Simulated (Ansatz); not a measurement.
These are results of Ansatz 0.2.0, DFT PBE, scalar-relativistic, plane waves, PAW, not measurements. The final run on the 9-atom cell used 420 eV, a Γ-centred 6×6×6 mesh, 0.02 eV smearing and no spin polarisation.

Energies over the elements count from the elements' standard structures at the same level (F₂ as a molecule), with no fitted energy shifts. The references include grey tin.

Problem. Propose a candidate for a cubic semiconductor made of Ba, F and Sn, with a gap near 2.3 eV, a formation energy near −2.98 eV/atom and a density near 5.11 g/cm³, in a cell of 9 atoms. Its symmetry should be Fm-3m (No. 225).

Solution. Ba2SnF6, space group Fm-3m (No. 225). Ba is surrounded by 12 F at 3.08 Å and 4 Sn at 3.77 Å; Sn has 6 F at 2.28 Å and 8 Ba at 3.77 Å; around F lie 1 Sn at 2.28 Å, 4 F at 2.93 Å and 4 Ba at 3.08 Å.

```cif
data_structure
_symmetry_space_group_name_H-M 'Fm-3m'
_symmetry_Int_Tables_number 225
_cell_length_a 8.7036
_cell_length_b 8.7036
_cell_length_c 8.7036
_cell_angle_alpha 90.000
_cell_angle_beta 90.000
_cell_angle_gamma 90.000
_cell_volume 659.31
loop_
_atom_site_label
_atom_site_type_symbol
_atom_site_symmetry_multiplicity
_atom_site_Wyckoff_symbol
_atom_site_fract_x
_atom_site_fract_y
_atom_site_fract_z
_atom_site_occupancy
Ba1 Ba 8 c 0.25000 0.75000 0.75000 1
Sn1 Sn 4 a 0.00000 0.00000 0.00000 1
F1 F 24 e 0.26160 0.00000 0.00000 1
```

The volume per atom is 18.31 Å³ and the density is 5.11 g/cm³. The formation energy is −2.976 eV/atom and the gap on the 6×6×6 mesh of the 9-atom cell is 2.32 eV.

It was reached by relaxing an invented guess, and it needn't be the stable form of this composition. Other answers may fit too; this one was computed.

Kohn–Sham gaps at this level usually fall short of measured ones. Symmetry constrained the relaxation, so the result can be a saddle point.
